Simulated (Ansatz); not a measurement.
Here is an unrelaxed guess for CaBeF₂.

```cif
data_structure
_symmetry_space_group_name_H-M 'P 1'
_symmetry_Int_Tables_number 1
_cell_length_a 4.6731
_cell_length_b 4.6731
_cell_length_c 4.6731
_cell_angle_alpha 60.000
_cell_angle_beta 60.000
_cell_angle_gamma 60.000
_cell_volume 72.16
loop_
_atom_site_label
_atom_site_type_symbol
_atom_site_fract_x
_atom_site_fract_y
_atom_site_fract_z
_atom_site_occupancy
Ca1 Ca 0.00000 0.00000 0.00000 1
Ca2 Ca 0.25000 0.25000 0.25000 1
Be1 Be 0.50000 0.50000 0.50000 1
Be2 Be 0.75000 0.75000 0.75000 1
F1 F 0.12500 0.62500 0.62500 1
F2 F 0.62500 0.12500 0.62500 1
F3 F 0.62500 0.62500 0.12500 1
F4 F 0.62500 0.62500 0.62500 1
```

Computed with DFT PBE, scalar-relativistic, plane waves, PAW (Ansatz 0.2.0). Plane waves to 420 eV, a k mesh through Γ of 4×4×4 on the computed 8-atom cell and Gaussian smearing (0.10 eV); no spin polarisation.

The zero of energy is the elements' standard structures at the same level (F₂ as a molecule); no fitted shifts are applied.

**Question.** Estimate its pressure, forces and energy as it stands.

**Answer.** The pressure is 75.1 GPa (it wants to expand), the largest force is 0.00 eV/Å (symmetry fixes the atoms), and the energy is −0.60 eV/atom against the elements. The shortest distance is 1.43 Å.

**Question.** Is it a good guess?

**Answer.** A poor one: relaxing gains about 1.1 eV/atom (the start's value is from the coarse mesh, so the gain is rough) in 16 ionic steps and ends at −1.71 eV/atom on the finer mesh. The symmetry stays Fd-3m (No. 227). The volume per atom grows by 80.9 %, from 9.0 to 16.3 Å³. The shortest distance goes from 1.43 Å (Be–F) to 1.74 Å (Be–F). Conventional cell: a = 8.053 Å. Ca has 12 F at 3.34 Å, 4 Be at 3.49 Å and 4 Ca at 3.49 Å; around Be lie 4 F at 1.74 Å, 4 Be at 3.49 Å and 4 Ca at 3.49 Å; around F lie 2 Be at 1.74 Å, 6 F at 2.85 Å and 6 Ca at 3.34 Å.

The last run used an 8×8×8 mesh for its 8-atom cell and Gaussian smearing of 0.10 eV. The cell is a metal run without spin; a magnetic state may lie lower. The relaxation can't lower the symmetry of the start, and the grade says only how near the guess is to its own end. A structure relaxed within its symmetry needn't be a true minimum.
